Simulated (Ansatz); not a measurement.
MoPt₃:
```xyz
4
Lattice="2.7683 0.0000 0.0000 0.0000 4.5320 0.0000 0.0000 0.0000 4.8583" Properties=species:S:1:pos:R:3 pbc="T T T"
Mo     0.0000     0.0000     0.7633
Pt     1.3841     2.2660     1.6490
Pt     1.3841     0.0000     3.1856
Pt     0.0000     2.2660     4.1186
```

Relaxed with r²SCAN.

Question: Give the Bader charges and basin volumes of the independent atoms, r²SCAN (plane waves, PAW; program Ansatz).

Answer: 

| atom | Bader charge (e) | Bader volume (Å³) |
|---|---|---|
| Mo1 | +1.06 | 12.8 |
| Pt2 | -0.41 | 16.2 |
| Pt3 | -0.44 | 16.3 |
| Pt4 | -0.21 | 15.7 |

Space group Pmm2. The workflow started from a Materials Project entry (that database holds measured and hypothetical structures alike); the Crystallography Open Database copy checked does not list it. With Mo and Pt taken as one species the cell has the higher symmetry P6_3/mmc, so it may be an ordered model of a mixed-site phase. Whether it is the stable phase at ambient conditions was not checked. The cell was relaxed with r²SCAN under the symmetry of its start; whether a distortion lowers the energy is not shown. The run is not spin-polarised. Scalar-relativistic: spin–orbit coupling is off unless named, which matters more the heavier the elements.

Potentials: the later of the program's two PAW sets.
